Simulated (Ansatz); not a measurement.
BePd (CsCl type, space group No. 221) at seven volumes, PBEsol (plane waves, PAW; program Ansatz), scaled uniformly. One row is withheld.

```tsv
V (Å³/atom)	P (GPa)
9.961	22.37
10.289	13.64
10.618	6.26
10.946	0.02
11.274	-5.25
11.603	?
11.931	-13.46
```

**Question.** Fit the shown pressures and predict the withheld one.

**Answer.** P = (3/2)B₀(x^(7/2) − x^(5/2))[1 + (3/4)(B′ − 4)(x − 1)] with x = (V₀/V)^(2/3). Least squares on the six rows gives V₀ = 10.947 Å³/atom, B₀ = 191 GPa, B′ = 4.60. At V = 11.603, x = 0.9619 and P = -9.73 GPa. The run itself gave -9.70 GPa.

Space group Pm-3m (CsCl type). The first step of the workflow began from a Materials Project structure, measured or hypothetical; the Crystallography Open Database files this formula in space group No. 221, but the cells were not matched. Whether it is the stable phase at ambient conditions was not checked. The PBEsol relaxation kept the symmetry of its start; of distortions, only those at the zone centre were tested. No spin polarisation was allowed.

Potentials: the later of the program's two PAW sets.
